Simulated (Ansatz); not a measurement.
Here is the system:

HfC:
```xyz
4
Lattice="3.3107 0.0000 0.0000 -1.6554 2.8672 0.0000 0.0000 0.0000 5.2448" Properties=species:S:1:pos:R:3 pbc="T T T"
Hf     1.6554     0.9557     3.9336
Hf     0.0000     1.9115     1.3112
C      0.0000     0.0000     0.0000
C      0.0000     0.0000     2.6224
```

This is the r²SCAN-relaxed structure. x, y and z are the axes in which the lattice vectors are written.

Question: All from r²SCAN (plane waves, PAW; program Ansatz), unless another level is named. Predict the Young's modulus.

Answer: 378 GPa.

Question: What about the highest zone-centre frequency?

Answer: 625 cm⁻¹.

Question: Next, the elastic constants (relaxed ions, GPa)?

Answer: C11 = 449, C12 = 129, C13 = 166, C33 = 364, C44 = 174.

Space group P6_3/mmc (NiAs type). The workflow started from a Materials Project entry (that database holds measured and hypothetical structures alike); the Crystallography Open Database copy checked does not list it. It is not the phase usual at ambient conditions (space group No. 225). The r²SCAN relaxation kept the symmetry of its start; its stability against distortions is not shown here. The run is not spin-polarised. As this level gives no gap, shear constants depend on the k-mesh and smearing (Fermi–Dirac, 0.1 eV here). As this level gives no gap, phonon frequencies hold no LO–TO term and depend on the k-mesh and smearing (Fermi–Dirac, 0.1 eV here). Scalar-relativistic: spin–orbit coupling is off unless named, which matters more the heavier the elements.

Potentials: the later of the program's two PAW sets.
